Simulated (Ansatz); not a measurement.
Values for one crystal, relaxed and computed with the program Ansatz at the PBEsol level (PAW); other levels are named.

* **Volume per atom**: 11.83 Å³
* **Electronic character**: metallic (no gap)
* **Mechanical stability**: stable (all eigenvalues of C positive)
* **Zone-centre stability**: no imaginary mode at Γ
* **Highest zone-centre frequency**: 622 cm^-1
* **Debye temperature from the elastic constants**: 445 K
* **Hill bulk and shear moduli**: 232 and 77.7 GPa

Problem. Pick the material that matches.
(A) AlRu2C, P6_3/mmc (Al on 2d, Ru on 4f, C on 2a)
(B) SnMo2C, P6_3/mmc (Sn on 2d, Mo on 4f, C on 2a)
(C) ReC, CsCl type
(D) AsRu, CsCl type

Solution. A, AlRu2C, P6_3/mmc (Al on 2d, Ru on 4f, C on 2a)

The start of the workflow was typed in or built on a structure type; neither database checked (COD, Materials Project) lists it. Its standing as an ambient phase is unchecked. Symmetry was held in the PBEsol relaxation. The run is not spin-polarised. As this level gives no gap, shear constants depend on the k-mesh and smearing (Fermi–Dirac, 0.1 eV here). As this level gives no gap, phonon frequencies hold no LO–TO term and depend on the k-mesh and smearing (Fermi–Dirac, 0.1 eV here). On the denser mesh and wider smearing of the elastic run this cell carries a stress of 0.4 GPa. Spin–orbit coupling is left out wherever it is not named.

Potentials: the earlier of the program's two PAW sets. The files were generated under PBE; for other functionals the program regenerates the frozen cores, and for LDA and PBEsol the local potential too.
